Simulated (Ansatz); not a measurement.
## Property card for Ti5Si

Ti₅Si:
```
CELL_PARAMETERS angstrom
      2.48935     1.43723     4.40039
     -2.48935     1.43723     4.40039
      0.00000    -2.87445     4.40039
ATOMIC_POSITIONS crystal
  Ti 0.15136 0.15136 0.15136
  Ti 0.84864 0.84864 0.84864
  Ti 0.60485 0.39515 0.00000
  Ti 0.00000 0.60485 0.39515
  Ti 0.39515 0.00000 0.60485
  Si 0.50000 0.50000 0.50000
```

Space group R32 (No. 155); conventional cell a = b = 4.979 Å, c = 13.201 Å, α = β = 90.00°, γ = 120.00°.

Method: the program Ansatz at the PBEsol level (PAW). The cell and atoms are relaxed at this level. Other levels are named where they apply.

### Cell and energy

```yaml
volume_per_atom: 15.74 Å³
density: 4.70 g/cm³
Formation energy from the elements (no fitted shifts): -0.32 eV/atom
```

### Electronic structure

```yaml
electronic_character: metallic (no gap)
Density of states at the Fermi level: 0.80 states/eV per atom (mean over ±0.08 eV)
```

### Mechanics

```yaml
Bulk modulus (Birch–Murnaghan fit): 129 GPa
Pressure derivative B′: 3.7
```

### Phonons

```yaml
highest_zone_centre_frequency: 390 cm⁻¹
zone_centre_stability: no imaginary mode at Γ
```

The workflow started from a Materials Project entry (that database holds measured and hypothetical structures alike); the Crystallography Open Database copy checked does not list it. Its standing as an ambient phase is unchecked. The cell was relaxed with PBEsol under the symmetry of its start. No spin polarisation was allowed. As this level gives no gap, phonon frequencies hold no LO–TO term and depend on the k-mesh and smearing (Fermi–Dirac, 0.1 eV here). The references are the lowest solids computed at this level, not always the standard phases.

Potentials: the later of the program's two PAW sets.
